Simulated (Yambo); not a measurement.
Absorption of KHF$_{2}$ (space group I4/mcm, No. 140) with and without the electron-hole interaction (Yambo, PBEsol bands; 4×4×4 mesh, 12 valence and 10 conduction bands, static screening with 63 bands and a 3 Ry block, scissor 4.30 eV, Tamm-Dancoff; field along x). Axes are Cartesian, with cell vectors (Å) (-2.80, 2.80, 3.35), (2.80, -2.80, 3.35), (2.80, 2.80, -3.35).

```json
[
 {"E (eV)": "8.75", "Im ε, BSE": "0.08", "Im ε, independent quasiparticles": "0.01"},
 {"E (eV)": "8.85", "Im ε, BSE": "0.10", "Im ε, independent quasiparticles": "0.01"},
 {"E (eV)": "8.95", "Im ε, BSE": "0.11", "Im ε, independent quasiparticles": "0.01"},
 {"E (eV)": "9.05", "Im ε, BSE": "0.14", "Im ε, independent quasiparticles": "0.01"},
 {"E (eV)": "9.15", "Im ε, BSE": "0.17", "Im ε, independent quasiparticles": "0.01"},
 {"E (eV)": "9.25", "Im ε, BSE": "0.21", "Im ε, independent quasiparticles": "0.01"},
 {"E (eV)": "9.35", "Im ε, BSE": "0.28", "Im ε, independent quasiparticles": "0.01"},
 {"E (eV)": "9.45", "Im ε, BSE": "0.39", "Im ε, independent quasiparticles": "0.01"},
 {"E (eV)": "9.55", "Im ε, BSE": "0.58", "Im ε, independent quasiparticles": "0.01"},
 {"E (eV)": "9.65", "Im ε, BSE": "0.94", "Im ε, independent quasiparticles": "0.01"},
 {"E (eV)": "9.75", "Im ε, BSE": "1.69", "Im ε, independent quasiparticles": "0.01"},
 {"E (eV)": "9.85", "Im ε, BSE": "3.19", "Im ε, independent quasiparticles": "0.01"},
 {"E (eV)": "9.95", "Im ε, BSE": "4.16", "Im ε, independent quasiparticles": "0.01"},
 {"E (eV)": "10.05", "Im ε, BSE": "2.67", "Im ε, independent quasiparticles": "0.01"},
 {"E (eV)": "10.15", "Im ε, BSE": "1.44", "Im ε, independent quasiparticles": "0.01"},
 {"E (eV)": "10.25", "Im ε, BSE": "0.88", "Im ε, independent quasiparticles": "0.02"},
 {"E (eV)": "10.35", "Im ε, BSE": "0.64", "Im ε, independent quasiparticles": "0.02"},
 {"E (eV)": "10.45", "Im ε, BSE": "0.57", "Im ε, independent quasiparticles": "0.02"},
 {"E (eV)": "10.55", "Im ε, BSE": "0.59", "Im ε, independent quasiparticles": "0.02"},
 {"E (eV)": "10.65", "Im ε, BSE": "0.60", "Im ε, independent quasiparticles": "0.02"},
 {"E (eV)": "10.75", "Im ε, BSE": "0.76", "Im ε, independent quasiparticles": "0.02"},
 {"E (eV)": "10.85", "Im ε, BSE": "1.08", "Im ε, independent quasiparticles": "0.02"},
 {"E (eV)": "10.95", "Im ε, BSE": "0.97", "Im ε, independent quasiparticles": "0.03"},
 {"E (eV)": "11.05", "Im ε, BSE": "0.60", "Im ε, independent quasiparticles": "0.03"},
 {"E (eV)": "11.15", "Im ε, BSE": "0.41", "Im ε, independent quasiparticles": "0.04"},
 {"E (eV)": "11.25", "Im ε, BSE": "0.34", "Im ε, independent quasiparticles": "0.04"},
 {"E (eV)": "11.35", "Im ε, BSE": "0.30", "Im ε, independent quasiparticles": "0.05"},
 {"E (eV)": "11.45", "Im ε, BSE": "0.29", "Im ε, independent quasiparticles": "0.08"},
 {"E (eV)": "11.55", "Im ε, BSE": "0.31", "Im ε, independent quasiparticles": "0.12"},
 {"E (eV)": "11.65", "Im ε, BSE": "0.39", "Im ε, independent quasiparticles": "0.15"},
 {"E (eV)": "11.75", "Im ε, BSE": "0.55", "Im ε, independent quasiparticles": "0.12"},
 {"E (eV)": "11.85", "Im ε, BSE": "0.86", "Im ε, independent quasiparticles": "0.10"},
 {"E (eV)": "11.95", "Im ε, BSE": "1.18", "Im ε, independent quasiparticles": "0.10"},
 {"E (eV)": "12.05", "Im ε, BSE": "1.34", "Im ε, independent quasiparticles": "0.11"},
 {"E (eV)": "12.15", "Im ε, BSE": "1.63", "Im ε, independent quasiparticles": "0.14"},
 {"E (eV)": "12.25", "Im ε, BSE": "1.98", "Im ε, independent quasiparticles": "0.20"},
 {"E (eV)": "12.35", "Im ε, BSE": "1.99", "Im ε, independent quasiparticles": "0.32"},
 {"E (eV)": "12.45", "Im ε, BSE": "1.88", "Im ε, independent quasiparticles": "0.56"},
 {"E (eV)": "12.55", "Im ε, BSE": "1.46", "Im ε, independent quasiparticles": "0.86"},
 {"E (eV)": "12.65", "Im ε, BSE": "1.17", "Im ε, independent quasiparticles": "0.79"},
 {"E (eV)": "12.75", "Im ε, BSE": "0.98", "Im ε, independent quasiparticles": "0.55"},
 {"E (eV)": "12.85", "Im ε, BSE": "0.86", "Im ε, independent quasiparticles": "0.45"},
 {"E (eV)": "12.95", "Im ε, BSE": "0.82", "Im ε, independent quasiparticles": "0.43"},
 {"E (eV)": "13.05", "Im ε, BSE": "0.96", "Im ε, independent quasiparticles": "0.33"},
 {"E (eV)": "13.15", "Im ε, BSE": "1.05", "Im ε, independent quasiparticles": "0.27"},
 {"E (eV)": "13.25", "Im ε, BSE": "1.06", "Im ε, independent quasiparticles": "0.28"},
 {"E (eV)": "13.35", "Im ε, BSE": "0.96", "Im ε, independent quasiparticles": "0.34"},
 {"E (eV)": "13.45", "Im ε, BSE": "0.86", "Im ε, independent quasiparticles": "0.43"},
 {"E (eV)": "13.55", "Im ε, BSE": "0.71", "Im ε, independent quasiparticles": "0.53"},
 {"E (eV)": "13.65", "Im ε, BSE": "0.67", "Im ε, independent quasiparticles": "0.58"},
 {"E (eV)": "13.75", "Im ε, BSE": "0.61", "Im ε, independent quasiparticles": "0.58"},
 {"E (eV)": "13.85", "Im ε, BSE": "0.64", "Im ε, independent quasiparticles": "0.69"},
 {"E (eV)": "13.95", "Im ε, BSE": "0.59", "Im ε, independent quasiparticles": "0.86"},
 {"E (eV)": "14.05", "Im ε, BSE": "0.58", "Im ε, independent quasiparticles": "0.82"},
 {"E (eV)": "14.15", "Im ε, BSE": "0.60", "Im ε, independent quasiparticles": "0.74"},
 {"E (eV)": "14.25", "Im ε, BSE": "0.61", "Im ε, independent quasiparticles": "0.76"},
 {"E (eV)": "14.35", "Im ε, BSE": "0.65", "Im ε, independent quasiparticles": "0.88"},
 {"E (eV)": "14.45", "Im ε, BSE": "0.60", "Im ε, independent quasiparticles": "1.01"},
 {"E (eV)": "14.55", "Im ε, BSE": "0.62", "Im ε, independent quasiparticles": "0.88"},
 {"E (eV)": "14.65", "Im ε, BSE": "0.59", "Im ε, independent quasiparticles": "0.77"},
 {"E (eV)": "14.75", "Im ε, BSE": "0.64", "Im ε, independent quasiparticles": "0.84"},
 {"E (eV)": "14.85", "Im ε, BSE": "0.65", "Im ε, independent quasiparticles": "1.07"},
 {"E (eV)": "14.95", "Im ε, BSE": "0.59", "Im ε, independent quasiparticles": "1.24"},
 {"E (eV)": "15.05", "Im ε, BSE": "0.64", "Im ε, independent quasiparticles": "1.37"},
 {"E (eV)": "15.15", "Im ε, BSE": "0.60", "Im ε, independent quasiparticles": "1.46"},
 {"E (eV)": "15.25", "Im ε, BSE": "0.61", "Im ε, independent quasiparticles": "1.36"},
 {"E (eV)": "15.35", "Im ε, BSE": "0.56", "Im ε, independent quasiparticles": "1.29"},
 {"E (eV)": "15.45", "Im ε, BSE": "0.52", "Im ε, independent quasiparticles": "1.32"},
 {"E (eV)": "15.55", "Im ε, BSE": "0.50", "Im ε, independent quasiparticles": "1.37"},
 {"E (eV)": "15.65", "Im ε, BSE": "0.43", "Im ε, independent quasiparticles": "1.45"}
]
```

The scissor comes from a G0W0 run whose convergence isn't established. Broadening 0.15 eV. The band window holds all transitions up to 17.8 eV. Fine structure above the onset can come from the mesh.

Geometry of the Materials Project entry, not relaxed at this level; primitive cell a = 5.188 Å, b = 5.188 Å, c = 5.188 Å, α = 114.69°, β = 114.69°, γ = 99.48°.
